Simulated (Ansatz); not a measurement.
YN in space group P6_3/mmc (No. 194; Y on 2c, N on 2d), DFT-PBE in the program Ansatz with PAW potentials, all energies at zero smearing, with the estimated change up to a 700 eV cutoff added, with one set of potentials and settings (totals compare only within such a set). Cell of 4 atoms (2 Y, 2 N): -8471.820 eV.

| element | reference phase | E (eV/atom) |
|---|---|---|
| Y | P6_3/mmc, 2 atoms in the cell | -3848.6668 |
| N | Pa-3, 8 atoms in the cell | -384.0325 |

Formation energy per atom, worked out: (-8471.820 − 2×(-3848.6668) − 2×(-384.0325))/4 = -1.605 eV/atom (-155 kJ per mol of atoms), at 0 K, without zero-point energy or fitted corrections.

A made-up cell: these elements were put on the sites of a structure type; the Crystallography Open Database copy checked does not list it. COD files the formula under space group No. 225, so this cell is another polymorph or a model. Whether it is the stable phase at ambient conditions was not checked. Symmetry was held in the PBE relaxation; whether a distortion lowers the energy is not shown. The run is not spin-polarised. The references are the lowest solids computed at this level, not always the standard phases (solids in place of the gases).

Potentials: the later of the program's two PAW sets.
